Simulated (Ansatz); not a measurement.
Ce (fcc, Cu type)

```
Ce
1.0
    0.00000     2.33195     2.33195
    2.33195     0.00000     2.33195
    2.33195     2.33195     0.00000
Ce
1
Direct
  0.00000   0.00000   0.00000
```

The slice is a {100} plane (indices of the conventional cell) through the point (0.000, 0.000, 0.000) (fractional), spanned by u = [100] and v = [0 1 -1] in vectors of this cell: u (3.30 Å) and v (3.30 Å, at 90° to u). It covers one period; positions are fractions (u, v).

Calculation: r2SCAN (plane waves to 500 eV, PAW, scalar-relativistic; Ansatz, an electronic-structure program). k mesh 17×17×17. Inside the PAW spheres the values are not all-electron values, and peaks at nuclei hang on which shells count as valence. Ce is run without spin polarisation. Ce was relaxed with its symmetry unable to fall. The relaxed volume of Ce is well below the measured one. The f-shell state is unchecked: a lower one may exist.

### Question
Predict the map of the valence electron density on the slice.

### Answer
```tsv
v \ u	0.00	0.12	0.25	0.38	0.50	0.62	0.75	0.88
0.88	0.1	0.4	0.1	-0.5	-0.8	-0.5	0.1	0.4
0.75	0.2	0.1	-0.3	-0.7	-0.9	-0.7	-0.3	0.1
0.62	-0.5	-0.5	-0.7	-0.8	-0.9	-0.8	-0.7	-0.5
0.50	-0.8	-0.8	-0.9	-0.9	-0.9	-0.9	-0.9	-0.8
0.38	-0.5	-0.5	-0.7	-0.8	-0.9	-0.8	-0.7	-0.5
0.25	0.2	0.1	-0.3	-0.7	-0.9	-0.7	-0.3	0.1
0.12	0.1	0.4	0.1	-0.5	-0.8	-0.5	0.1	0.4
0.00	-3.0	0.1	0.2	-0.5	-0.8	-0.5	0.2	0.1
```

Values: log₁₀ of the valence density in e/Å³. The scale is logarithmic, as a density can span decades between atoms and voids; values under 0.001 e/Å³ are set to 0.001.
